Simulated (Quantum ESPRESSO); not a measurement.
# Kohn-Sham bands of Si2W (I4/mmm)

```
Si2W
1.0
    3.21473     0.00000     0.00000
    0.00000     3.21473     0.00000
   -1.60736    -1.60736     3.90103
Si W
2 1
Direct
  0.33499   0.33499   0.66998
  0.66501   0.66501   0.33002
  0.00000   0.00000   0.00000
```

Structure: Materials Project mp-1620, symmetrised, not relaxed again. COD (Crystallography Open Database) has an entry of this formula and space group (matched by these alone). Method: PBEsol plane waves in Quantum ESPRESSO 7.5 (PseudoDojo norm-conserving files, 60 Ry, no spin polarisation, no spin-orbit coupling), Bloch states on a 10×10×10 mesh through Γ, Wannier90 4.0.1. Density: 10×10×10 mesh, cold smearing 0.01 Ry. Spin-orbit coupling is left out although heavy elements are present.

List the Kohn-Sham levels between −8 and 3.0 eV relative to the Fermi level at the high-symmetry points, as a band run of pw.x on that density gives them (levels within 2 meV counted together).


```csv
point,k (reciprocal lattice),levels (eV)
Γ,0.000 0.000 0.000,"-6.86, -3.65, -3.35, -2.85 (×2), 0.60, 2.78, 2.93"
X,0.500 0.500 -0.500,"-7.00, -6.00, -5.45, -5.01, -3.23, -1.75, 2.89, 2.96"
P,0.500 0.500 -0.250,"-6.65, -6.58 (×2), -2.98, -2.41 (×2), 0.14, 2.96"
N,0.500 0.000 0.000,"-5.74, -4.84, -2.82, -2.75, -0.44, 2.68, 2.81"
M,0.000 0.000 0.500,"-3.87, -2.58, -0.83 (×2), -0.49 (×2), 0.78"
S,0.415 0.000 0.292,"-7.79, -3.06, -2.72, -2.42, -0.32, 1.81, 2.49"
S_0,0.585 0.000 -0.292,"-7.79, -3.06, -2.72, -2.42, -0.32, 1.81, 2.49"
R,0.585 0.415 -0.500,"-5.89, -5.13, -4.04, -3.09, -2.33, 2.05, 2.12"
G,0.415 0.415 0.085,"-5.89, -5.13, -4.04, -3.09, -2.33, 2.05, 2.12"
```
